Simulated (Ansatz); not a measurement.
Values for one crystal, relaxed and computed with PBEsol in the plane-wave PAW code Ansatz; other levels are named.

```yaml
volume_per_atom: 12.99 Å³
electronic_character: metallic (no gap)
hill_bulk_and_shear_moduli: 185 and 51.8 GPa
Formation energy from the elements (no fitted shifts): -10 kJ/mol of atoms
Pressure derivative B′: 5.2
debye_temperature_from_the_elastic_constants: 312 K
Bulk modulus (Birch–Murnaghan fit): 184 GPa
```

Q: Which of these materials gives this?
(A) TiPt, CsCl type
(B) CuAu, L1₀ or tetragonal B2
(C) Zr2Cu, C2/m (Zr on 4i, Zr on 4i, Cu on 4i)
(D) CuPd, CsCl type

A: D, CuPd, CsCl type

Space group Pm-3m (CsCl type). The first step of the workflow began from a Materials Project structure, measured or hypothetical; the Crystallography Open Database files this formula in space group No. 221, but the cells were not matched. Whether it is the stable phase at ambient conditions was not checked. The cell was relaxed with PBEsol under the symmetry of its start; of distortions, only those at the zone centre were tested. No spin polarisation was allowed. As this level gives no gap, shear constants depend on the k-mesh and smearing (Fermi–Dirac, 0.1 eV here). The references are the lowest solids computed at this level, not always the standard phases. Spin–orbit coupling is left out wherever it is not named.

Potentials: the later of the program's two PAW sets.
